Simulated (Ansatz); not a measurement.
The relaxed structure here is a generated cell of SnS2: the first start was made by placing the elements on the sites of a structure type, and the end was not matched to a known phase here, so it may be hypothetical. Known forms of SnS2 include space group No. 164.

One stationary structure of SnS$_{2}$. Space group I4₁/amd (No. 141), anatase type. The numbers are results of PBEsol (plane waves to 420 eV, PAW, scalar-relativistic; Ansatz, an electronic-structure program), not measurements.

Space group I4₁/amd, origin choice 1 (No. 141); a = b = 5.243 Å, c = 10.889 Å, α = β = γ = 90.00°

```
atom  site  symmetry       x       y       z
----  ----  --------  ------  ------  ------
Sn      4b      -4m2  0.0000  0.0000  0.5000
S       8e      2mm.  0.0000  0.0000  0.2773
```
(The calculation used a cell of 6 atoms; values per cell refer to that cell.)

### Question
Give the band gap at the level PBEsol.

### Answer
0.54 eV, indirect (valence top at P, conduction bottom at Γ) (no spin-orbit coupling).

### Question
What is the computed smallest direct gap (PBEsol)?

### Answer
0.94 eV at Γ.

No spin polarisation in the result.

The run could not lose the symmetry of its start, so the end can be a saddle point.
